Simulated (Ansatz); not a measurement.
Ba3CoN3 — electric field gradients

The cell is a Materials Project structure (computed, not necessarily an observed phase), taken as it stands.

Space group P6_3/m (No. 176); a = 8.1085, c = 5.6325 Å, γ = 120.00°.

```
site  Wyckoff  site symmetry       x       y       z
  Ba       6h            m..  0.9188  0.6362  0.2500
  Co       2c           -6..  0.6667  0.3333  0.7500
   N       6h            m..  0.8723  0.5591  0.7500
```

One atom of each set is listed.

Computed with Ansatz: DFT, PBE, plane waves and PAW, scalar-relativistic, collinear spin, 420 eV cutoff, Γ-centred 5×5×6 k-points, Fermi–Dirac smearing 0.05 eV. Start moments as typed (μB): 4 on each Co, none on the rest. The program fits them to the shells of the files, so those used differ somewhat.

V_zz is the principal component of the electric field gradient with the largest magnitude, η = (V_xx − V_yy)/V_zz and C_Q = eQV_zz/h. ν_Q = 3|C_Q|/[2I(2I − 1)].

137Ba: I = 3/2, Q = 236.0 mb; Co-59: I = 7/2, Q = 420.0 mb; 14N: I = 1, Q = 20.44 mb. Q values from Pyykkö, Mol. Phys. 116, 1328 (2018).

Problem. Give the quadrupolar parameters of the distinct sites.

Solution. 

```
site  atoms                               first shell  C_Q (MHz)     η  ν_Q (MHz)
  Ba      6                        5 N at 2.79–3.14 Å       66.2  0.03       33.1
  Co      2                             3 N at 1.75 Å       -103  0.00       7.38
   N      6  1 Co at 1.75 Å; also 5 Ba at 2.79–3.14 Å     -0.649  0.39      0.973
```

An axis of threefold or higher order runs through Co, so V_zz lies along it and η is zero.

The largest force is 0.3 eV/Å, so the atoms aren't at the calculated equilibrium and relaxing them would move these values. The run finds no gap above 0.1 eV (a metal, or nearly one), so the gradients can move by 10 % or more with the k-mesh. Without spin–orbit coupling (the program notes it for Ba) the gradients can shift somewhat, as the gap is small. Semilocal functionals can leave a metal where correlation in the d or f shell opens a gap in the real compound, and that would change the values at and beside Co. With these PAW files V_zz is typically within 2 to 3 % of all-electron values, but misses above 10 % occur on Co. The run lost most of its start moments on Co; a state with other moments may lie lower. All moments are parallel here, as the start or the cell imposes; many such compounds order antiparallel, where fields and spin densities carried over to other atoms largely cancel. The magnetic order is the one that the run reached from its start moments, not necessarily the measured one (the real compound may not order at all).
